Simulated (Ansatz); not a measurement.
This is a relaxation of cell and atoms with the plane-wave code Ansatz on an ordered 8-atom cell of Ga₄Sb₃P on the zincblende lattice (P-43m); the level of theory is PBE. The start is a rough guess from atomic radii.

```yaml
crystal:
  lattice:
    - [5.7856270475, 0.0, 0.0]
    - [0.0, 5.7856270475, 0.0]
    - [0.0, 0.0, 5.7856270475]
  atoms:
    - { symbol: P, position: [0.0, 0.0, 0.0] }
    - { symbol: Ga, position: [0.75, 0.75, 0.75] }
    - { symbol: Sb, position: [0.5, 0.5, 0.0] }
    - { symbol: Ga, position: [0.25, 0.25, 0.75] }
    - { symbol: Sb, position: [0.5, 0.0, 0.5] }
    - { symbol: Ga, position: [0.25, 0.75, 0.25] }
    - { symbol: Sb, position: [0.0, 0.5, 0.5] }
    - { symbol: Ga, position: [0.75, 0.25, 0.25] }
kpoints:
  mp_grid: { grid: [4, 4, 4] }
hamiltonian:
  xc: pbe
scf:
  occupations: { method: fermi_dirac, width: 0.02 }
relax:
  f_tol: 0.005
  cell: {}
```

The trajectory has 5 recorded frames, each with positions in Å and forces in eV/Å. Some frames, the last among them, repeat a geometry solved again on a basis re-selected at its cell; pressure is positive in compression.

Step 1: energy 0.0 meV/atom from step 1, largest force component 1.004 eV/Å, pressure +9.85 GPa
```xyz
8
Lattice="5.7856 0.0000 0.0000 0.0000 5.7856 0.0000 0.0000 0.0000 5.7856" Properties=species:S:1:pos:R:3:forces:R:3 pbc="T T T"
P     0.0000    0.0000    0.0000    0.0000    0.0000    0.0000
Ga    4.3392    4.3392    4.3392    1.0035    1.0035    1.0035
Sb    2.8928    2.8928    0.0000    0.0000    0.0000    0.0000
Ga    1.4464    1.4464    4.3392   -1.0035   -1.0035    1.0035
Sb    2.8928    0.0000    2.8928    0.0000    0.0000    0.0000
Ga    1.4464    4.3392    1.4464   -1.0035    1.0035   -1.0035
Sb    0.0000    2.8928    2.8928    0.0000    0.0000    0.0000
Ga    4.3392    1.4464    1.4464    1.0035   -1.0035   -1.0035
```

Question: Estimate where the relaxation ends.

Answer:
Step 2: energy -140.9 meV/atom from step 1, largest force component 0.230 eV/Å, pressure -0.76 GPa
```xyz
8
Lattice="6.0691 0.0000 0.0000 0.0000 6.0691 0.0000 0.0000 0.0000 6.0691" Properties=species:S:1:pos:R:3:forces:R:3 pbc="T T T"
P     0.0000    0.0000    0.0000    0.0000    0.0000    0.0000
Ga    4.6597    4.6597    4.6597   -0.2300   -0.2300   -0.2300
Sb    3.0346    3.0346    0.0000    0.0000    0.0000    0.0000
Ga    1.4094    1.4094    4.6597    0.2300    0.2300   -0.2300
Sb    3.0346    0.0000    3.0346    0.0000    0.0000    0.0000
Ga    1.4094    4.6597    1.4094    0.2300   -0.2300    0.2300
Sb    0.0000    3.0346    3.0346    0.0000    0.0000    0.0000
Ga    4.6597    1.4094    1.4094   -0.2300    0.2300    0.2300
```

Step 3: energy -145.7 meV/atom from step 1, largest force component 0.013 eV/Å, pressure -0.21 GPa
```xyz
8
Lattice="6.0480 0.0000 0.0000 0.0000 6.0480 0.0000 0.0000 0.0000 6.0480" Properties=species:S:1:pos:R:3:forces:R:3 pbc="T T T"
P     0.0000    0.0000    0.0000    0.0000    0.0000    0.0000
Ga    4.6222    4.6222    4.6222   -0.0131   -0.0131   -0.0131
Sb    3.0240    3.0240    0.0000    0.0000    0.0000    0.0000
Ga    1.4258    1.4258    4.6222    0.0131    0.0131   -0.0131
Sb    3.0240    0.0000    3.0240    0.0000    0.0000    0.0000
Ga    1.4258    4.6222    1.4258    0.0131   -0.0131    0.0131
Sb    0.0000    3.0240    3.0240    0.0000    0.0000    0.0000
Ga    4.6222    1.4258    1.4258   -0.0131    0.0131    0.0131
```

Step 4: energy -145.8 meV/atom from step 1, largest force component 0.003 eV/Å, pressure -0.03 GPa
```xyz
8
Lattice="6.0410 0.0000 0.0000 0.0000 6.0410 0.0000 0.0000 0.0000 6.0410" Properties=species:S:1:pos:R:3:forces:R:3 pbc="T T T"
P     0.0000    0.0000    0.0000    0.0000    0.0000    0.0000
Ga    4.6154    4.6154    4.6154    0.0025    0.0025    0.0025
Sb    3.0205    3.0205    0.0000    0.0000    0.0000    0.0000
Ga    1.4256    1.4256    4.6154   -0.0025   -0.0025    0.0025
Sb    3.0205    0.0000    3.0205    0.0000    0.0000    0.0000
Ga    1.4256    4.6154    1.4256   -0.0025    0.0025   -0.0025
Sb    0.0000    3.0205    3.0205    0.0000    0.0000    0.0000
Ga    4.6154    1.4256    1.4256    0.0025   -0.0025   -0.0025
```

Step 5: energy -146.6 meV/atom from step 1, largest force component 0.003 eV/Å, pressure -0.02 GPa
```xyz
8
Lattice="6.0410 0.0000 0.0000 0.0000 6.0410 0.0000 0.0000 0.0000 6.0410" Properties=species:S:1:pos:R:3:forces:R:3 pbc="T T T"
P     0.0000    0.0000    0.0000    0.0000    0.0000    0.0000
Ga    4.6154    4.6154    4.6154    0.0026    0.0026    0.0026
Sb    3.0205    3.0205    0.0000    0.0000    0.0000    0.0000
Ga    1.4256    1.4256    4.6154   -0.0026   -0.0026    0.0026
Sb    3.0205    0.0000    3.0205    0.0000    0.0000    0.0000
Ga    1.4256    4.6154    1.4256   -0.0026    0.0026   -0.0026
Sb    0.0000    3.0205    3.0205    0.0000    0.0000    0.0000
Ga    4.6154    1.4256    1.4256    0.0026   -0.0026   -0.0026
```

The walk took 4 steps, besides SCFs solved again on a fresh basis, and changed the volume by +13.8 %. The last SCF, on a fresh basis, lies 147 meV an atom below the first. Final cell: the symmetry is P-43m (No. 215, cubic); a = 6.041 Å in the conventional setting, 27.56 Å³ an atom. P has 4 Ga at 2.47 Å; Ga has 1 P at 2.47 Å and 3 Sb at 2.67 Å; Sb has 4 Ga at 2.67 Å.

Run as `ansatz run input.yaml --threads 4 --pin off --max-ram 6451MiB --backend cpu --events-out ev --progress --plain --runs-dir out`. It took 12 s on 4 threads of Arm Neoverse V2, with other jobs on the host; peak host memory 0.64 GiB.

Values at 0 K without nuclear motion; spin polarisation is off, and the phase may be a hypothetical one.
